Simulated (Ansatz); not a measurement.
Ga (Cmce) under several functionals

Plane-wave DFT in Ansatz with scalar-relativistic PAW potentials. The same structure was relaxed (cell and atoms, symmetry kept) in separate runs at each level. No spin polarisation.

| level | cutoff (eV) | k mesh | V (Å³/atom) | a (Å) | b (Å) | c (Å) |
| --- | --- | --- | --- | --- | --- | --- |
| PBEsol | 420 | 12×12×10 | 19.068 | 4.472 | 7.594 | 4.492 |
| r2SCAN | 500 | 12×12×10 | 19.208 | 4.479 | 7.594 | 4.518 |
| PBE | 420 | 12×12×10 | 20.307 | 4.573 | 7.741 | 4.589 |

**Question.** Where does LDA (420 eV, k mesh 12×12×10) fall?

**Answer.** V (Å³/atom) 18.360, a (Å) 4.417, b (Å) 7.492, c (Å) 4.439. Its volume is the smallest of the set. The usual order of volumes, LDA < PBEsol < PBE, holds here (18.360, 19.068, 20.307 Å³/atom). As a rule LDA overbinds; PBEsol, built on the gradient expansion of slowly varying densities, lies between LDA and PBE; PBE's stronger gradient term for exchange weakens bonds. r2SCAN lies 5.4 % under PBE in volume.